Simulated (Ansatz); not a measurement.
TiS2:
```
TiS2
1.0
    3.31487     0.00000     0.00000
   -1.65744     2.87076     0.00000
    0.00000     0.00000     5.44224
Ti S
1 2
Direct
  0.00000   0.00000   0.00000
  0.33333   0.66667   0.26112
  0.66667   0.33333   0.73888
```

Relaxed with LDA. Special points in fractions of this cell's reciprocal vectors: Γ (0.000, 0.000, 0.000); M (0.500, 0.000, 0.000); K (0.333, 0.333, 0.000); A (0.000, 0.000, 0.500); L (0.500, 0.000, 0.500); H (0.333, 0.333, 0.500).

List the band energies nearest the Fermi level at these points for DFT-LDA in the program Ansatz with PAW potentials.

In eV from the Fermi level; about four levels below and three above (degenerate sets whole), none deeper than 8.9 eV; points with the same levels are listed once.

| k | below | above |
|---|---|---|
| Γ | -5.95 -2.79 -2.79 | 0.30 0.30 0.31 |
| M | -3.14 -3.00 -2.65 -1.62 | 0.17 1.77 2.25 |
| K | -4.44 -4.44 -2.82 -2.82 -2.35 | 1.36 2.05 2.05 |
| A | -3.83 -2.89 -2.71 -2.71 | 0.00 0.00 0.53 0.53 |
| L | -2.95 -1.07 -1.06 -0.23 | 1.76 2.21 3.52 |
| H | -3.92 -3.44 -2.23 -2.23 | 1.38 1.53 1.53 |

Space group P-3m1 (CdI2 type). The LDA relaxation kept the symmetry of its start. No spin polarisation was allowed. A crystal of weakly bound layers computed without a dispersion correction: the cell and the soft elastic constants depend strongly on that.

Potentials: the later of the program's two PAW sets.
